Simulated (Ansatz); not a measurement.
V:
```
V
1.0
   -1.46280     1.46280     1.46280
    1.46280    -1.46280     1.46280
    1.46280     1.46280    -1.46280
V
1
Direct
  0.00000   0.00000   0.00000
```

Relaxed with LDA. Special points in fractions of this cell's reciprocal vectors: Γ (0.000, 0.000, 0.000); H (0.500, -0.500, 0.500); N (0.000, 0.000, 0.500); P (0.250, 0.250, 0.250).

**Question.** List the band energies nearest the Fermi level at these points for plane-wave PAW LDA (Ansatz code).

**Answer.** In eV from the Fermi level; about four levels below and three above (degenerate sets whole), none deeper than 8.9 eV; … stands for higher levels left out; points with the same levels are listed once.

```tsv
k	below	above
Γ	-6.66	0.40 0.40 0.40
H	-3.37 -3.37	…
N	-3.44 -1.30	2.02 2.62 …
P	-1.17 -1.17 -1.17	…
```

Space group Im-3m (bcc (W type)). Symmetry was held in the LDA relaxation. The workflow began spin-polarised and lost its moments.

Potentials: the later of the program's two PAW sets.
